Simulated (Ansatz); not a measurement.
Trial structure of Mg3Si2N, not yet relaxed:

```
Mg Si N
1.0
     4.93564    0.00000    0.00000
    -2.46782    4.27439    0.00000
     0.00000    0.00000    5.18706
Mg Si N
3 2 1
Direct
  0.50000 0.00000 0.50000
  0.00000 0.50000 0.50000
  0.50000 0.50000 0.50000
  0.00000 0.00000 0.83451
  0.00000 0.00000 0.16549
  0.00000 0.00000 0.50000
```

Theory: DFT PBE, scalar-relativistic, plane waves, PAW in Ansatz 0.2.0. Plane waves to 420 eV, a k mesh through Γ of 6×6×4 on the computed 6-atom cell and Gaussian smearing (0.10 eV); no spin polarisation.

Energies over the elements count from the elements' standard structures at the same level (N₂ as a molecule), with no fitted energy shifts.

Q: What does a single point on this coarse mesh give?

A: The pressure is 27.7 GPa (the mean over three directions, positive in compression), the largest force is 15.33 eV/Å, and the energy is +1.49 eV/atom against the elements. The shortest distance is 1.72 Å, so close that the PAW spheres overlap strongly and these values are rough.

Q: How much does it gain on relaxing, and where does it end?

A: Relaxing gains about 0.89 eV/atom (the start's value is from the coarse mesh, so the gain is rough) in 19 ionic steps and ends at +0.60 eV/atom on the finer mesh. The symmetry stays P6/mmm (No. 191). The volume per atom grows by 66.2 %, from 18.2 to 30.3 Å³. The shortest distance goes from 1.72 Å (Si–Si) to 1.71 Å (Si–N). The ratio c/a of the conventional cell changes by a factor of 1.12. Conventional cell: a = 5.623 Å, c = 6.642 Å. Mg is surrounded by 2 N at 2.81 Å, 4 Mg at 2.81 Å and 4 Si at 3.29 Å; Si has 1 N at 1.71 Å, 1 Si at 3.22 Å and 6 Mg at 3.29 Å; N has 2 Si at 1.71 Å and 6 Mg at 2.81 Å.

The last run used a 12×12×6 mesh (in the run's order of axes) for its 6-atom cell and Gaussian smearing of 0.10 eV. Weakly bound directions are ill-defined at this level, which has no dispersion term. The relaxation can't lower the symmetry of the start. A structure relaxed within its symmetry needn't be a true minimum. Another cell of Mg3Si2N relaxed alike, in P4/mmm, lies 0.52 eV/atom lower, so this cell isn't the stable form at this level.
